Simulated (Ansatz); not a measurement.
CsPbBr3 (cubic perovskite)

```
CsPbBr3
1.0
    6.00308     0.00000     0.00000
    0.00000     6.00308     0.00000
    0.00000     0.00000     6.00308
Cs Pb Br
1 1 3
Cartesian
  0.00000   0.00000   0.00000
  3.00154   3.00154   3.00154
  0.00000   3.00154   3.00154
  3.00154   3.00154   0.00000
  3.00154   0.00000   3.00154
```

Equation-of-state scan: isotropic scaling of the cell above, V₀ being its volume. Symmetry pins the atoms to their sites.

Method: PBE (plane waves to 420 eV, PAW, scalar-relativistic; Ansatz, a program for electronic structure). k mesh 6×6×6 (Γ-centred), Fermi-Dirac smearing 0.05 eV. Energies are smeared free energies. Compression counts positive. CsPbBr3 was relaxed with its symmetry unable to fall. Spin-orbit coupling is left out, though Pb is heavy. This is a high-temperature form of CsPbBr3. ΔE is measured from the relaxed starting cell.

| V (Å³/atom) | ΔE (meV/atom) |
|---|---|
| 36.344 | 89.0 |
| 38.075 | 45.8 |
| 39.805 | 18.7 |
| 41.536 | 4.3 |
| 43.267 | 0.0 |
| 44.997 | withheld |
| 46.728 | 13.9 |
| 48.459 | 29.1 |
| 50.189 | 48.3 |

Fit a third-order Birch-Murnaghan form (E₀, V₀, B₀, B₀′ free) to the given rows and predict ΔE at V = 44.997.

Least squares on the 8 given rows: ΔE = E₀ + (9V₀B₀/16)·y²·[2 + (B₀′ − 4)y], y = (V₀/V)^(2/3) − 1, with V₀ = 43.260 Å³/atom, B₀ = 18.50 GPa (160.2 GPa = 1 eV/Å³; the term in eV is multiplied by 1000), B₀′ = 4.72, E₀ = 0.02 meV/atom; root-mean-square residual 0.02 meV/atom. At 44.997 the fit gives 3.8 meV/atom; the calculation gives 3.7 meV/atom, so the interpolation is off by 0.1 (+2.7 %). For the pressure the fit gives -0.66 GPa against the computed -0.66 GPa.

(A scan under strain: stresses follow from slopes of the energy per volume, elastic moduli from its curvatures.)
